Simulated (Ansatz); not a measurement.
Relaxed candidate structures of Cu2O:

A. Fm-3m (No. 225), cF12, anti-fluorite type; a = 5.1697 Å, b = 5.1697 Å, c = 5.1697 Å, α = 90.00°, β = 90.00°, γ = 90.00°; O 4a (0.000, 0.000, 0.000); Cu 8c (0.250, 0.250, 0.250)

B. Pn-3m, origin choice 1 (No. 224), cP6; a = 4.298 Å, b = 4.298 Å, c = 4.298 Å, α = 90.00°, β = 90.00°, γ = 90.00°; Cu 4c (0.750, 0.750, 0.750); O 2a (0.000, 0.000, 0.000)

Order them by energy per atom (lowest first) at the level PBE (plane waves to 420 eV, PAW, scalar-relativistic; Ansatz, an electronic-structure program).

B (reference, the lowest among the structures calculated here), A (+0.54 eV/atom)

Give each candidate's band gap.

No gap: A. B: 0.48 eV (no spin-orbit coupling).

Each run could gain symmetry but not lose that of its start, so entries can be saddle points. From databases, or of a type measured for this composition: Pn-3m, cP6; the others are generated cells (placed on structure types, drawn at random, substituted or restacked) that were not matched to a known phase here. Static energies at zero pressure. No spin polarisation in the result. No Hubbard U is applied.
